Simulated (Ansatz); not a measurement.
Relaxed TaN (rock salt):

```
CELL_PARAMETERS angstrom
      0.00000     2.20852     2.20852
      2.20852     0.00000     2.20852
      2.20852     2.20852     0.00000
ATOMIC_POSITIONS crystal
  N  0.00000 0.00000 0.00000
  Ta 0.50000 0.50000 0.50000
```

In each cell atom 2 (Ta, nearest neighbour N at 2.209 Å; its periodic images, 3.1 Å or more away, move with it) moves by s·(0.707, 0.707, 0.000) (along Cartesian [110]), the rest being held.

The numbers are results of PBE (plane waves to 420 eV, PAW, scalar-relativistic; Ansatz, a quantum-chemistry and plane-wave program), not measurements. k mesh 15×15×15 (Γ-centred), Fermi-Dirac smearing 0.05 eV. The energy includes the smearing's −TS. With partly filled bands, energies and forces of such displacements shift with the k mesh and the smearing. Spin-orbit coupling is left out, though Ta is heavy. TaN is run without spin polarisation. TaN was relaxed with its symmetry unable to fall. This is a high-temperature form of TaN. ΔE is measured from the undisplaced structure.

Estimate the ΔE (eV/cell) for s (Å) = -0.440, -0.352, -0.264, -0.176, -0.088, 0.176, 0.352, 0.440.


```json
[
 {"s (Å)": "-0.440", "ΔE (eV/cell)": "0.922"},
 {"s (Å)": "-0.352", "ΔE (eV/cell)": "0.557"},
 {"s (Å)": "-0.264", "ΔE (eV/cell)": "0.297"},
 {"s (Å)": "-0.176", "ΔE (eV/cell)": "0.122"},
 {"s (Å)": "-0.088", "ΔE (eV/cell)": "0.029"},
 {"s (Å)": "0.176", "ΔE (eV/cell)": "0.122"},
 {"s (Å)": "0.352", "ΔE (eV/cell)": "0.557"},
 {"s (Å)": "0.440", "ΔE (eV/cell)": "0.922"}
]
```

(A displaced cell: forces are minus the slopes of the energy, force constants its curvatures, and phonons follow from these.)
